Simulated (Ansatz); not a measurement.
Polymorphs of MgO, each relaxed with the program Ansatz at the HSE06 level (PAW):

A: rock salt (Fm-3m)
a = b = c = 4.2021 Å, α = β = γ = 90.00°

| atom | site | symmetry | x | y | z |
|---|---|---|---|---|---|
| Mg | 4a | m-3m | 0.0000 | 0.0000 | 0.0000 |
| O | 4b | m-3m | 0.5000 | 0.5000 | 0.5000 |

B: P6_3/mmc
a = b = 3.4847 Å, c = 4.1843 Å, α = β = 90.00°, γ = 120.00°

```json
[
 {"atom": "Mg", "site": "2c", "symmetry": "-6m2", "x": "0.3333", "y": "0.6667", "z": "0.2500"},
 {"atom": "O", "site": "2d", "symmetry": "-6m2", "x": "0.6667", "y": "0.3333", "z": "0.2500"}
]
```

**Question.** Put the candidates in order of energy per atom at 0 K, lowest first, for HSE06.

**Answer.** A (+0 meV/atom), B (+50 meV/atom)

**Question.** Give each one's gap.

**Answer.** A 6.56 eV; B 5.05 eV.

Not the usual ambient phase: B. All cells were relaxed under the symmetry of their starts (and spin orders); stability against distortions was not tested throughout.

Potentials: the earlier of the program's two PAW sets.
